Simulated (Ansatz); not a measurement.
Cutoff convergence: AlCo

System: AlCo (CsCl type, first atom moved by 0.06 Å along [111]), 2 atoms in the cell.

```
Co Al
1.0
     2.85000    0.00000    0.00000
     0.00000    2.85000    0.00000
     0.00000    0.00000    2.85000
Co Al
1 1
Direct
  0.01215 0.01215 0.01215
  0.50000 0.50000 0.50000
```

Theory: HSE06, plane waves, PAW datasets (generated soft set 1) (Ansatz).

Exchange singularity: Wigner-Seitz; k-mesh 4×4×4 Γ-centred; Fermi–Dirac smearing of 0.1 eV; no spin polarisation.

Cutoffs run: 280, 300, 320, 340, 380, 420, 480, 560 eV. At 560 eV the pressure at a fixed basis is -6.30 GPa and the rms force 0.424 eV/Å.

Q: From which of these cutoffs on do the forces lie within 10 meV/Å (rms) of the highest one?

A: From 320 eV.

Q: What pressure at a fixed basis does the 280 eV run show?

A: -36.63 GPa. An incomplete basis pulls the printed pressure down.

Q: Give the whole series.

A: 
```
cutoff (eV)  E − E(top) (meV/atom)  pressure at fixed basis (GPa)  corrected pressure (GPa)  rms force change (meV/Å)
        280                  263.9                         -36.63                     -6.61                      25.3
        300                   99.6                         -19.29                     -5.82                      11.3
        320                   36.2                         -11.08                     -5.85                       4.2
        340                   15.5                          -7.95                     -6.18                       1.7
        380                    6.5                          -6.50                     -6.27                       0.1
        420                    4.5                          -6.51                     -6.29                       0.5
        480                    1.5                          -6.43                     -6.27                       0.3
        560                    0.0                          -6.30                     -6.27                       0.0
```

The k-mesh is coarse, so these values belong to this mesh and can lie far from the converged ones.
